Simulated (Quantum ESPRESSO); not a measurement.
# Si3O4FN: finding a planted mistake in a log

A calculation, not a measurement. The program is pw.x of Quantum ESPRESSO 7.5 (plane-wave density functional theory). The cell is made up: 9 atoms on a quartz lattice, with randomly drawn elements, strain and displacements, not relaxed. PseudoDojo standard norm-conserving files (v0.5 for PBE, v0.4.1 for LDA and PBEsol) set the functional; there is no spin polarisation, spin-orbit coupling or dispersion term, and the masses in the input are unused placeholders.

Intended input:

```
&control calculation='scf', pseudo_dir='./dojo.nc.sr.pbe.v0_5.standard.upf', outdir='./o', disk_io='medium', tprnfor=.true., tstress=.true. /
&system ibrav=0, nat=9, ntyp=4, nbnd=30, ecutwfc=84.00895049, nosym=.true., tot_charge=0,
 occupations='smearing', smearing='fd', degauss=0.0018374661
/
&electrons conv_thr=7.350e-09, electron_maxstep=60, /
ATOMIC_SPECIES
F 1.0 F.upf
N 1.0 N.upf
O 1.0 O.upf
Si 1.0 Si.upf
CELL_PARAMETERS angstrom
4.992 -0.0604 0.0519
-2.5483 4.4367 -0.0671
0.057 -0.0522 5.6609
ATOMIC_POSITIONS angstrom
Si 2.3842 -0.0606 3.7964
Si -1.1684 2.054 1.8811
Si 1.3419 2.3154 -0.0682
O 1.4324 1.1298 4.4437
O 3.2865 0.6161 2.6213
F 2.7721 2.5163 0.6649
O 0.2596 1.8125 1.2121
N -1.1386 3.2065 3.0811
O 0.8287 3.6976 4.9749
K_POINTS automatic
5 5 4 1 1 1
```

The log is shortened where brackets say so; the opening notice, blank lines, dates and the lines on written files are dropped, and the path of the files is cut. It prints rydbergs, bohrs and kilobars, and counts compression as positive stress. Where no state is partly filled, the Fermi energy that it prints is only some level between the filled and the empty states on the mesh, and need not lie in the true gap.

Log of the intended run:

```
     Program PWSCF v.7.5
     Parallel version (MPI & OpenMP), running on       1 processor cores
     Number of MPI processes:                 1
     Threads/MPI process:                     1
     [start-up lines left out]
     bravais-lattice index     =            0
     lattice parameter (alat)  =       9.4347  a.u.
     unit-cell volume          =     840.0520 (a.u.)^3
     number of atoms/cell      =            9
     number of atomic types    =            4
     number of electrons       =        48.00
     number of Kohn-Sham states=           30
     kinetic-energy cutoff     =      84.0090  Ry
     charge density cutoff     =     336.0358  Ry
     scf convergence threshold =      7.3E-09
     mixing beta               =       0.7000
     number of iterations used =            8  plain     mixing
     Exchange-correlation= PBE
                           (   1   4   3   4   0   0   0)
     [axes and pseudopotential details left out]
   Cartesian axes
     site n.     atom                  positions (alat units)
         1        Si     tau(   1) = (   0.4775434  -0.0121379   0.7604000  )
         2        Si     tau(   2) = (  -0.2340247   0.4114060   0.3767750  )
         3        Si     tau(   3) = (   0.2687759   0.4637631  -0.0136601  )
         4        O      tau(   4) = (   0.2869026   0.2262933   0.8900510  )
         5        O      tau(   5) = (   0.6582696   0.1234018   0.5250334  )
         6        F      tau(   6) = (   0.5552378   0.5040024   0.1331762  )
         7        O      tau(   7) = (   0.0519966   0.3630347   0.2427776  )
         8        N      tau(   8) = (  -0.2280559   0.6422460   0.6171290  )
         9        O      tau(   9) = (   0.1659845   0.7406109   0.9964477  )
     number of k points=    50  Fermi-Dirac smearing, width (Ry)=  0.0018
                       cart. coord. in units 2pi/alat
        k(    1) = (   0.1009440   0.1721853   0.1108152), wk =   0.0400000
        k(    2) = (   0.0986758   0.1742178   0.3313445), wk =   0.0400000
     [further k points left out]
     Dense  grid:    87437 G-vectors     FFT dimensions: (  60,  60,  64)
     Estimated max dynamical RAM per process >     112.46 MB
     Initial potential from superposition of free atoms
     starting charge      47.9981, renormalised to      48.0000
     Starting wfcs are   36 randomized atomic wfcs
     total cpu time spent up to now is       15.3 secs
     per-process dynamical memory:    69.9 Mb
     Self-consistent Calculation
     iteration #  1     ecut=    84.01 Ry     beta= 0.70
     Davidson diagonalization with overlap
     ethr =  1.00E-02,  avg # of iterations =  3.0
     total cpu time spent up to now is       50.4 secs
     total energy              =    -227.17799829 Ry
     estimated scf accuracy    <       2.67694508 Ry
     iteration #  2     ecut=    84.01 Ry     beta= 0.70
     Davidson diagonalization with overlap
     ethr =  5.58E-03,  avg # of iterations =  3.0
     total cpu time spent up to now is       84.3 secs
     total energy              =    -227.70332690 Ry
     estimated scf accuracy    <       2.79734256 Ry
     [iterations 3 to 11 left out]
     iteration # 12     ecut=    84.01 Ry     beta= 0.70
     Davidson diagonalization with overlap
     ethr =  9.74E-11,  avg # of iterations =  3.0
     total cpu time spent up to now is      423.4 secs
     total energy              =    -228.32502221 Ry
     estimated scf accuracy    <          8.1E-09 Ry
     iteration # 13     ecut=    84.01 Ry     beta= 0.70
     Davidson diagonalization with overlap
     ethr =  1.69E-11,  avg # of iterations =  2.2
     total cpu time spent up to now is      459.1 secs
     End of self-consistent calculation
     [lines on levels left out]
     the Fermi energy is     4.8976 ev
!    total energy              =    -228.32502221 Ry
     estimated scf accuracy    <          1.3E-09 Ry
     smearing contrib. (-TS)   =      -0.00000000 Ry
     internal energy E=F+TS    =    -228.32502221 Ry
     The total energy is F=E-TS. E is the sum of the following terms:
     one-electron contribution =    -114.47086564 Ry
     hartree contribution      =      81.59358778 Ry
     xc contribution           =     -60.63375745 Ry
     ewald contribution        =    -134.81398691 Ry
     convergence has been achieved in  13 iterations
     Forces acting on atoms (cartesian axes, Ry/au):
     atom    1 type  4   force =    -0.02322524   -0.08582594   -0.02910505
     atom    2 type  4   force =     0.06604331    0.03954231    0.23448258
     atom    3 type  4   force =    -0.22952639    0.01636572   -0.05632135
     atom    4 type  3   force =     0.03482022    0.02013604    0.05830616
     atom    5 type  3   force =     0.01763281    0.01667521   -0.05685248
     atom    6 type  1   force =     0.02331000    0.01165617   -0.01117223
     atom    7 type  3   force =     0.10806429    0.00875586   -0.12997428
     atom    8 type  2   force =    -0.01729512   -0.01280545   -0.02879690
     atom    9 type  3   force =     0.02017612   -0.01449992    0.01943354
     Total force =     0.407873     Total SCF correction =     0.000043
     Computing stress (Cartesian axis) and pressure
          total   stress  (Ry/bohr**3)                   (kbar)     P=      -35.13
   0.00006656   0.00007184   0.00011699            9.79       10.57       17.21
   0.00007184  -0.00030147   0.00027653           10.57      -44.35       40.68
   0.00011699   0.00027653  -0.00048148           17.21       40.68      -70.83
     init_run     :     13.45s CPU     15.15s WALL (       1 calls)
     electrons    :    414.99s CPU    443.86s WALL (       1 calls)
     forces       :      5.79s CPU      5.88s WALL (       1 calls)
     stress       :     21.13s CPU     21.23s WALL (       1 calls)
     [timing details left out]
     PWSCF        :   7m35.64s CPU   8m 6.83s WALL
     JOB DONE.
```

A second run was made from an input with one planted mistake. Its log:

```
     Program PWSCF v.7.5
     Parallel version (MPI & OpenMP), running on       1 processor cores
     Number of MPI processes:                 1
     Threads/MPI process:                     1
     [start-up lines left out]
     bravais-lattice index     =            0
     lattice parameter (alat)  =       9.4347  a.u.
     unit-cell volume          =     840.0520 (a.u.)^3
     number of atoms/cell      =            9
     number of atomic types    =            4
     number of electrons       =        48.00
     number of Kohn-Sham states=           30
     kinetic-energy cutoff     =      52.3310  Ry
     charge density cutoff     =     209.3241  Ry
     scf convergence threshold =      7.3E-09
     mixing beta               =       0.7000
     number of iterations used =            8  plain     mixing
     Exchange-correlation= PBE
                           (   1   4   3   4   0   0   0)
     [axes and pseudopotential details left out]
   Cartesian axes
     site n.     atom                  positions (alat units)
         1        Si     tau(   1) = (   0.4775434  -0.0121379   0.7604000  )
         2        Si     tau(   2) = (  -0.2340247   0.4114060   0.3767750  )
         3        Si     tau(   3) = (   0.2687759   0.4637631  -0.0136601  )
         4        O      tau(   4) = (   0.2869026   0.2262933   0.8900510  )
         5        O      tau(   5) = (   0.6582696   0.1234018   0.5250334  )
         6        F      tau(   6) = (   0.5552378   0.5040024   0.1331762  )
         7        O      tau(   7) = (   0.0519966   0.3630347   0.2427776  )
         8        N      tau(   8) = (  -0.2280559   0.6422460   0.6171290  )
         9        O      tau(   9) = (   0.1659845   0.7406109   0.9964477  )
     number of k points=    50  Fermi-Dirac smearing, width (Ry)=  0.0018
                       cart. coord. in units 2pi/alat
        k(    1) = (   0.1009440   0.1721853   0.1108152), wk =   0.0400000
        k(    2) = (   0.0986758   0.1742178   0.3313445), wk =   0.0400000
     [further k points left out]
     Dense  grid:    42957 G-vectors     FFT dimensions: (  45,  45,  50)
     Estimated max dynamical RAM per process >      56.31 MB
     Check: negative core charge=   -0.000078
     Initial potential from superposition of free atoms
     starting charge      47.9981, renormalised to      48.0000
     Starting wfcs are   36 randomized atomic wfcs
     total cpu time spent up to now is        7.9 secs
     per-process dynamical memory:    45.8 Mb
     Self-consistent Calculation
     iteration #  1     ecut=    52.33 Ry     beta= 0.70
     Davidson diagonalization with overlap
     ethr =  1.00E-02,  avg # of iterations =  3.0
     total cpu time spent up to now is       26.7 secs
     total energy              =    -227.05133700 Ry
     estimated scf accuracy    <       2.53615052 Ry
     iteration #  2     ecut=    52.33 Ry     beta= 0.70
     Davidson diagonalization with overlap
     ethr =  5.28E-03,  avg # of iterations =  3.1
     total cpu time spent up to now is       41.4 secs
     total energy              =    -227.51959985 Ry
     estimated scf accuracy    <       2.67038260 Ry
     [iterations 3 to 10 left out]
     iteration # 11     ecut=    52.33 Ry     beta= 0.70
     Davidson diagonalization with overlap
     ethr =  2.09E-09,  avg # of iterations =  3.2
     total cpu time spent up to now is      198.4 secs
     total energy              =    -228.12582278 Ry
     estimated scf accuracy    <       0.00000003 Ry
     iteration # 12     ecut=    52.33 Ry     beta= 0.70
     Davidson diagonalization with overlap
     ethr =  5.62E-11,  avg # of iterations =  2.7
     total cpu time spent up to now is      217.9 secs
     End of self-consistent calculation
     [lines on levels left out]
     the Fermi energy is     4.8682 ev
!    total energy              =    -228.12582279 Ry
     estimated scf accuracy    <          4.2E-09 Ry
     smearing contrib. (-TS)   =      -0.00000000 Ry
     internal energy E=F+TS    =    -228.12582279 Ry
     The total energy is F=E-TS. E is the sum of the following terms:
     one-electron contribution =    -114.05680126 Ry
     hartree contribution      =      81.30202307 Ry
     xc contribution           =     -60.55705768 Ry
     ewald contribution        =    -134.81398692 Ry
     convergence has been achieved in  12 iterations
     Forces acting on atoms (cartesian axes, Ry/au):
     atom    1 type  4   force =    -0.02292232   -0.08580483   -0.02882851
     atom    2 type  4   force =     0.06556896    0.03982386    0.23412908
     atom    3 type  4   force =    -0.22937317    0.01622451   -0.05607504
     atom    4 type  3   force =     0.03488700    0.02088885    0.05862288
     atom    5 type  3   force =     0.01753383    0.01672296   -0.05724764
     atom    6 type  1   force =     0.02251175    0.01127723   -0.01161241
     atom    7 type  3   force =     0.10809939    0.00918017   -0.13009777
     atom    8 type  2   force =    -0.01695936   -0.01271059   -0.02910956
     atom    9 type  3   force =     0.02065393   -0.01560218    0.02021897
     Total force =     0.407718     Total SCF correction =     0.000085
     Computing stress (Cartesian axis) and pressure
          total   stress  (Ry/bohr**3)                   (kbar)     P=     -224.91
  -0.00121077   0.00006657   0.00013071         -178.11        9.79       19.23
   0.00006657  -0.00160614   0.00026456            9.79     -236.27       38.92
   0.00013071   0.00026456  -0.00176971           19.23       38.92     -260.33
     init_run     :      7.64s CPU      7.80s WALL (       1 calls)
     electrons    :    200.53s CPU    209.94s WALL (       1 calls)
     forces       :      3.58s CPU      3.62s WALL (       1 calls)
     stress       :     12.49s CPU     12.54s WALL (       1 calls)
     [timing details left out]
     PWSCF        :   3m44.46s CPU   3m54.58s WALL
     JOB DONE.
```

Question: what was wrong in the second input?

Answer: the plane-wave cutoff is too low. The input lines that differ, file-writing options aside:

```
- &system ibrav=0, nat=9, ntyp=4, nbnd=30, ecutwfc=84.00895049, nosym=.true., tot_charge=0,
+ &system ibrav=0, nat=9, ntyp=4, nbnd=30, ecutwfc=52.33103478, nosym=.true., tot_charge=0,
```

```
                                            intended run  run with the mistake
                          free energy (eV)     -3106.520             -3103.810
                    smearing term -TS (eV)        0.0000                0.0000
                            pressure (GPa)         -3.51                -22.49
            largest force component (eV/Å)         6.029                 6.020
largest change of a force component (eV/Å)                               0.028
                                iterations            13                    12
```

For scale, a rerun of the intended cell at 1437 eV and a 7 x 7 x 6 mesh moved values by no more than 0.002 eV in energy, 0.02 GPa in stress and 0.002 eV/Å in force.